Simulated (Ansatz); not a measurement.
NaCl (rocksalt), relaxed with r2SCAN, was run in the plane-wave code Ansatz under altered settings. All numbers are computed, without spin polarisation but where a row says otherwise.

```xyz
2
Lattice="0.0000 2.8027 2.8027 2.8027 0.0000 2.8027 2.8027 2.8027 0.0000" Properties=species:S:1:pos:R:3 pbc="T T T"
Na    0.0000    0.0000    0.0000
Cl    2.8027    2.8027    2.8027
```

The base run's other keys:
```yaml
kpoints:
  mp_grid: { grid: [4, 4, 4] }
hamiltonian:
  xc: hse06
scf:
  occupations: { method: fixed }
  n_extra_bands: 4
```

It takes 9 iterations with 869 plane waves at 420 eV and 8 k points, and leaves a mean stress of +0.70 GPa. The gap over this mesh is 6.560 eV. It ran on 4 threads of Arm Neoverse N1 (shared host).

Outcomes, with energy and stress as changes against the base:
```csv
setting,outcome,ΔF (meV/atom),Δ mean stress (GPa),gap on the mesh (eV),iterations,wall time
"PBE hybrid, exx coeff 0.5, omega 0.5 1/Å",converged,–,-0.4,6.680,12,5.5 s
"PBE hybrid, exx coeff 0.4, unscreened",converged,–,-0.4,8.575,12,4.9 s
"PBE hybrid, exx coeff 0.1, omega 0.2078 1/Å",converged,–,+0.4,5.726,9,4.7 s
hamiltonian.xc: cam_b3lyp,converged,–,-0.5,9.517,11,6.5 s
basis.ecutwfc: 300,"converged, warned",+25,0.0,6.559,10,3.4 s
```
A dash marks a value that wasn't obtained or can't be compared. Stress is positive in compression. The base took 4.9 s.

- PBE hybrid, exx coeff 0.5, omega 0.5 1/Å. That is 50 % exact exchange, screened with ω = 0.5 1/Å, against HSE06's 25 % screened at 0.208 1/Å. The mean stress moves by -0.4 GPa and the gap on the mesh by +0.119 eV (to 6.680). Totals of different functionals aren't comparable.
- PBE hybrid, exx coeff 0.4, unscreened. That is 40 % exact exchange, at all ranges, against HSE06's 25 % screened at 0.208 1/Å. The mean stress moves by -0.4 GPa and the gap on the mesh by +2.015 eV (to 8.575). Totals of different functionals aren't comparable.
- PBE hybrid, exx coeff 0.1, omega 0.2078 1/Å. That is 10 % exact exchange, screened with ω = 0.2078 1/Å, against HSE06's 25 % screened at 0.208 1/Å. The mean stress moves by +0.4 GPa and the gap on the mesh by -0.834 eV (to 5.726). Totals of different functionals aren't comparable.
- hamiltonian.xc: cam_b3lyp. The mean stress moves by -0.5 GPa and the gap on the mesh by +2.957 eV (to 9.517). It's another functional on the same cell, so totals aren't comparable.
- basis.ecutwfc: 300. 531 plane waves in place of 869. The free energy moves by +25 meV an atom, the mean stress by 0.0 GPa and the gap on the mesh by -0.001 eV (to 6.559). The basis is too small: these are errors of the cutoff. Warned: cutoff below recommended.

The stress of a hybrid is loosely converged in these runs.

The meshes of the hybrids are coarse, so their gaps aren't converged to the digits shown.
